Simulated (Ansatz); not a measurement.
Relaxed-ion elastic tensor of Y (hcp (Mg type), P6_3/mmc) in GPa (Voigt order), the program Ansatz at the PBE level (PAW); density 4.49 g/cm³, 32.90 Å³ per atom.

```
74.5  25.0  21.5   0.0   0.0   0.0
25.0  74.5  21.5   0.0   0.0   0.0
21.5  21.5  79.1   0.0   0.0   0.0
 0.0   0.0   0.0  25.2   0.0   0.0
 0.0   0.0   0.0   0.0  25.2   0.0
 0.0   0.0   0.0   0.0   0.0  24.8
```

Problem. Is the crystal mechanically stable?

Solution. Yes: the smallest eigenvalue of C is 24.8 GPa.

Problem. Work out the Voigt, Reuss and Hill averages.

Solution. K_V = 40.5, K_R = 40.5, K_H = 40.5; G_V = 25.7, G_R = 25.6, G_H = 25.7 GPa.

Problem. Give Young's modulus, Poisson's ratio, Pugh's ratio and the universal anisotropy index.

Solution. E = 9KG/(3K + G) = 63.5 GPa; ν = 0.24; K/G = 1.58 (brittle by the Pugh limit of 1.75); A_U = 5G_V/G_R + K_V/K_R − 6 = 0.02.

Problem. Estimate the sound speeds and the Debye temperature.

Solution. v_l = √((K + 4G/3)/ρ) = 4080 m/s, v_t = √(G/ρ) = 2390 m/s, mean 2650 m/s; Θ = (h/k)(3n/4πV)^(1/3) v_m = 246 K.

Problem. Solve the Christoffel equation for the three sound speeds along x, y, z.

Solution. Eigenvalues of C_ijkl n_j n_l equal ρv². In km/s, slowest first: x 2.35, 2.37, 4.08; y 2.35, 2.37, 4.08; z 2.37, 2.37, 4.20.

Problem. How much does each axis shrink under pressure?

Solution. Linear compressibilities β_i = Σ_j S_ij (j = 1 to 3): x 8.3, y 8.3, z 8.1 per TPa.

The PBE relaxation kept the symmetry of its start. No spin polarisation was allowed. As this level gives no gap, shear constants depend on the k-mesh and smearing (Fermi–Dirac, 0.1 eV here).

Potentials: the later of the program's two PAW sets.
